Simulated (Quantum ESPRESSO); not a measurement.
## Au7Al (input and log of a self-consistent run)

Simulated, not a measurement. The program is pw.x of Quantum ESPRESSO 7.5 (plane-wave density functional theory). The cell is made up: eight metal atoms on a face-centred cubic lattice, with elements, volume, strain and displacements drawn at random and not relaxed, so it may be unstable or far from any real phase. PseudoDojo standard norm-conserving files set the functional (PBE unless stated); there is no spin polarisation or spin-orbit coupling, the Fermi-Dirac width of 0.25 eV means electrons at about 2900 K, and the masses in the input are unused placeholders. Heavy elements are run without spin-orbit coupling, which real alloys of them have.

Input:

```
&control calculation='scf', pseudo_dir='./dojo.nc.sr.pbe.v0_5.standard.upf', outdir='./o', disk_io='minimal', tprnfor=.true., tstress=.true. /
&system ibrav=0, nat=8, ntyp=2, nbnd=76, ecutwfc=75.99759826, nosym=.true., tot_charge=0,
 occupations='smearing', smearing='fd', degauss=0.0183746611
/
&electrons conv_thr=1.470e-08, electron_maxstep=70, mixing_beta=0.5 /
ATOMIC_SPECIES
Al 1.0 Al.upf
Au 1.0 Au.upf
CELL_PARAMETERS angstrom
0.0141 -0.0015 -4.269
-4.1588 -0.0706 0.0141
2.2137 8.5417 2.1304
ATOMIC_POSITIONS angstrom
Au -0.0612 -0.1197 0.0147
Au -1.8831 2.2153 -0.1494
Au 0.1832 4.3609 0.0796
Au -1.8336 6.3353 -0.2399
Au -2.1902 0.0995 -2.2278
Au 0.1097 2.1029 -2.0664
Al -1.9659 4.2903 -2.2559
Au 0.099 6.445 -2.0548
K_POINTS automatic
6 6 3 1 1 1
```

The log is shortened where brackets say so; the opening notice, blank lines, dates and the lines on written files are dropped, and the path of the files is cut. It prints rydbergs, bohrs and kilobars, and counts compression as positive stress. Its total energy is the free energy E - TS of the whole cell.

```
     Program PWSCF v.7.5
     Parallel version (MPI & OpenMP), running on       4 processor cores
     Number of MPI processes:                 4
     Threads/MPI process:                     1
     [start-up lines left out]
     bravais-lattice index     =            0
     lattice parameter (alat)  =       8.0673  a.u.
     unit-cell volume          =    1018.7575 (a.u.)^3
     number of atoms/cell      =            8
     number of atomic types    =            2
     number of electrons       =       136.00
     number of Kohn-Sham states=           76
     kinetic-energy cutoff     =      75.9976  Ry
     charge density cutoff     =     303.9904  Ry
     scf convergence threshold =      1.5E-08
     mixing beta               =       0.5000
     number of iterations used =            8  plain     mixing
     Exchange-correlation= PBE
                           (   1   4   3   4   0   0   0)
     [axes and pseudopotential details left out]
   Cartesian axes
     site n.     atom                  positions (alat units)
         1        Au     tau(   1) = (  -0.0143358  -0.0280392   0.0034434  )
         2        Au     tau(   2) = (  -0.4411079   0.5189243  -0.0349963  )
         3        Au     tau(   3) = (   0.0429138   1.0215217   0.0186460  )
         4        Au     tau(   4) = (  -0.4295127   1.4840162  -0.0561955  )
         5        Au     tau(   5) = (  -0.5130447   0.0233074  -0.5218524  )
         6        Au     tau(   6) = (   0.0256967   0.4925951  -0.4840451  )
         7        Al     tau(   7) = (  -0.4605034   1.0049839  -0.5284347  )
         8        Au     tau(   8) = (   0.0231903   1.5097129  -0.4813279  )
     number of k points=    54  Fermi-Dirac smearing, width (Ry)=  0.0184
                       cart. coord. in units 2pi/alat
        k(    1) = (  -0.0879810   0.1269672  -0.0836690), wk =   0.0370370
        k(    2) = (  -0.0822987  -0.2077302  -0.0835326), wk =   0.0370370
     [further k points left out]
     Dense  grid:    91225 G-vectors     FFT dimensions: (  45,  45,  96)
     Estimated max dynamical RAM per process >     345.28 MB
     Estimated total dynamical RAM >       1.28 GB
     Initial potential from superposition of free atoms
     starting charge     135.9968, renormalised to     136.0000
     Starting wfcs are   74 randomized atomic wfcs +    2 random wfcs
     total cpu time spent up to now is       13.6 secs
     per-process dynamical memory:   273.8 Mb
     Self-consistent Calculation
     iteration #  1     ecut=    76.00 Ry     beta= 0.50
     Davidson diagonalization with overlap
     ethr =  1.00E-02,  avg # of iterations =  3.0
     Threshold (ethr) on eigenvalues was too large:
     Diagonalizing with lowered threshold
     Davidson diagonalization with overlap
     ethr =  4.20E-04,  avg # of iterations =  1.1
     total cpu time spent up to now is       79.6 secs
     total energy              =   -2079.27649734 Ry
     estimated scf accuracy    <       0.59119727 Ry
     iteration #  2     ecut=    76.00 Ry     beta= 0.50
     Davidson diagonalization with overlap
     ethr =  4.35E-04,  avg # of iterations =  2.3
     total cpu time spent up to now is      115.3 secs
     total energy              =   -2079.34655741 Ry
     estimated scf accuracy    <       0.40821295 Ry
     iteration #  3     ecut=    76.00 Ry     beta= 0.50
     Davidson diagonalization with overlap
     ethr =  3.00E-04,  avg # of iterations =  2.7
     total cpu time spent up to now is      149.0 secs
     total energy              =   -2079.40387978 Ry
     estimated scf accuracy    <       0.42383728 Ry
     iteration #  4     ecut=    76.00 Ry     beta= 0.50
     Davidson diagonalization with overlap
     ethr =  3.00E-04,  avg # of iterations =  2.0
     total cpu time spent up to now is      183.0 secs
     total energy              =   -2079.45580940 Ry
     estimated scf accuracy    <       0.00854515 Ry
     iteration #  5     ecut=    76.00 Ry     beta= 0.50
     Davidson diagonalization with overlap
     ethr =  6.28E-06,  avg # of iterations =  4.3
     total cpu time spent up to now is      223.9 secs
     total energy              =   -2079.45726547 Ry
     estimated scf accuracy    <       0.00129539 Ry
     [iterations 6 to 7 left out]
     iteration #  8     ecut=    76.00 Ry     beta= 0.50
     Davidson diagonalization with overlap
     ethr =  1.20E-07,  avg # of iterations =  2.0
     total cpu time spent up to now is      319.4 secs
     total energy              =   -2079.45749565 Ry
     estimated scf accuracy    <       0.00001986 Ry
     iteration #  9     ecut=    76.00 Ry     beta= 0.50
     Davidson diagonalization with overlap
     ethr =  1.46E-08,  avg # of iterations =  2.0
     total cpu time spent up to now is      352.5 secs
     total energy              =   -2079.45749890 Ry
     estimated scf accuracy    <       0.00000089 Ry
     iteration # 10     ecut=    76.00 Ry     beta= 0.50
     Davidson diagonalization with overlap
     ethr =  6.53E-10,  avg # of iterations =  2.1
     total cpu time spent up to now is      396.7 secs
     total energy              =   -2079.45749904 Ry
     estimated scf accuracy    <       0.00000013 Ry
     iteration # 11     ecut=    76.00 Ry     beta= 0.50
     Davidson diagonalization with overlap
     ethr =  9.61E-11,  avg # of iterations =  2.2
     total cpu time spent up to now is      443.2 secs
     total energy              =   -2079.45749906 Ry
     estimated scf accuracy    <       0.00000004 Ry
     iteration # 12     ecut=    76.00 Ry     beta= 0.50
     Davidson diagonalization with overlap
     ethr =  2.67E-11,  avg # of iterations =  2.0
     total cpu time spent up to now is      482.7 secs
     End of self-consistent calculation
     [lines on levels left out]
!    total energy              =   -2079.45749907 Ry
     estimated scf accuracy    <          5.6E-09 Ry
     smearing contrib. (-TS)   =      -0.03962642 Ry
     internal energy E=F+TS    =   -2079.41787265 Ry
     The total energy is F=E-TS. E is the sum of the following terms:
     one-electron contribution =    -823.76945367 Ry
     hartree contribution      =     473.48887335 Ry
     xc contribution           =    -366.64200344 Ry
     ewald contribution        =   -1362.49528889 Ry
     convergence has been achieved in  12 iterations
     Forces acting on atoms (cartesian axes, Ry/au):
     atom    1 type  2   force =    -0.00915595    0.03203320   -0.02714070
     atom    2 type  2   force =    -0.00986063    0.01349026    0.01478064
     atom    3 type  2   force =     0.00920624   -0.01275946    0.01532143
     atom    4 type  2   force =    -0.03320541   -0.02173009    0.04750401
     atom    5 type  2   force =     0.02807011   -0.01658811    0.01024994
     atom    6 type  2   force =    -0.01333300    0.03067041   -0.01607271
     atom    7 type  1   force =     0.00159341   -0.00448183   -0.00053967
     atom    8 type  2   force =     0.02668522   -0.02063439   -0.04410292
     Total force =     0.110945     Total SCF correction =     0.000731
     Computing stress (Cartesian axis) and pressure
          total   stress  (Ry/bohr**3)                   (kbar)     P=      -44.01
  -0.00019073  -0.00009445  -0.00008037          -28.06      -13.89      -11.82
  -0.00009445  -0.00035694  -0.00004069          -13.89      -52.51       -5.99
  -0.00008037  -0.00004069  -0.00034992          -11.82       -5.99      -51.48
     init_run     :     12.92s CPU     13.39s WALL (       1 calls)
     electrons    :    462.00s CPU    469.17s WALL (       1 calls)
     forces       :      4.02s CPU      4.04s WALL (       1 calls)
     stress       :     15.47s CPU     15.75s WALL (       1 calls)
     [timing details left out]
     PWSCF        :   8m14.63s CPU   8m22.61s WALL
     JOB DONE.
```

In other units: free energy -28292.461 eV for the cell, pressure -4.40 GPa, largest force component 1.221 eV/Å in size. The run took 505 s of wall time with four MPI processes on a shared machine (Intel Xeon, older, virtual cores), so the time is rough. A rerun of this cell at a higher cutoff and on a denser mesh moved values by no more than 0.008 eV in energy, 0.12 GPa in stress and 0.008 eV/Å in force, and a second program with other atomic files agreed on that cell to 2 % rms in force and 0.5 GPa in pressure.